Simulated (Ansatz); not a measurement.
Consider the following.

ScF$_{3}$:
```cif
data_F3Sc
_chemical_formula_sum 'Sc1 F3'
_space_group_name_H-M_alt 'P 1'
_space_group_IT_number 1
_cell_length_a 4.03550
_cell_length_b 4.03550
_cell_length_c 4.03550
_cell_angle_alpha 90.000
_cell_angle_beta 90.000
_cell_angle_gamma 90.000
loop_
_space_group_symop_operation_xyz
  'x, y, z'
loop_
_atom_site_label
_atom_site_type_symbol
_atom_site_fract_x
_atom_site_fract_y
_atom_site_fract_z
_atom_site_occupancy
Sc1 Sc 0.00000 0.00000 0.00000 1
F1 F 0.50000 0.00040 0.99960 1
F2 F 0.99960 0.50000 0.00040 1
F3 F 0.00040 0.99960 0.50000 1
```

This is the HSE06-relaxed structure.

### Question
All from the program Ansatz at the HSE06 level (PAW), unless another level is named. Estimate the smallest direct gap on the standard path.

### Answer
9.29 eV.

### Question
Next, the band gap?

### Answer
8.78 eV (indirect).

### Question
Predict the valence-band maximum.

### Answer
at T.

Space group Pm-3m (ReO3 type). The first step of the workflow began from a Materials Project structure, measured or hypothetical; the Crystallography Open Database files this formula in space group No. 221, but the cells were not matched. Its standing as an ambient phase is unchecked. The HSE06 relaxation kept the symmetry of its start; whether a distortion lowers the energy is not shown. The run is not spin-polarised. The hybrid was solved on a coarse mesh, the path and, where they were found, the r²SCAN edge points; its band edges are the extreme levels among these.

Potentials: the earlier of the program's two PAW sets.
